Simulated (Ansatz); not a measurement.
## SiO₂: a fit and a missing row

SiO₂, Im-3m, a = 8.937 Å. This isn't the usual stable structure of the compound. Ansatz: r2SCAN, PAW, 500 eV, Γ-centred 4×4×4 mesh on 18 atoms, Gaussian smearing 0.02 eV; no spin polarisation. Shape and atoms are relaxed at each volume; pressure is positive in compression.

| V (Å³/atom) | P (GPa) |
| --- | --- |
| 17.451 | 16.73 |
| 18.046 | 12.00 |
| 18.641 | 7.62 |
| 19.236 | 3.63 |
| 19.830 | 0.04 |
| 20.425 | ? |
| 21.020 | -6.01 |
| 21.813 | -9.29 |

Problem. Take V0 = 19.830 Å³/atom, count pressures from its P0 = 0.04 GPa, fit the third-order Birch–Murnaghan form to the other rows, and predict the missing pressure.

Solution. With the Eulerian strain f = ½[(V0/V)^(2/3) − 1] and y = (P − P0)/[3f(1 + 2f)^(5/2)], the form is the line y = B0 + 1.5 B0 (B0′ − 4) f. Rows (f, y): 0.04447, 101.1; 0.03243, 105.1; 0.02104, 108.3; 0.01024, 111.1; -0.01905, 116.7; -0.03078, 118.4. Means f = 0.009725, y = 110.12; Σ(Δf)² = 0.004320, ΣΔfΔy = -0.9722; the slope is their ratio. y = 112.3 − 225.1 f GPa, so B0 = 112.3 GPa and B0′ = 4 + 2 × (-225.1)/(3 × 112.3) = 2.66. At V = 20.425, f = -0.00976, y = 114.50 and P = -3.15 GPa. The run gave -3.16 GPa, so the fit is 0.01 GPa too high, within the rms miss on the fitted rows (0.09 GPa).

Cost: 8 runs of about 14 core-minutes in all, on Oxide Virtual Turin-like Processor (Zen 5) (shared hosts).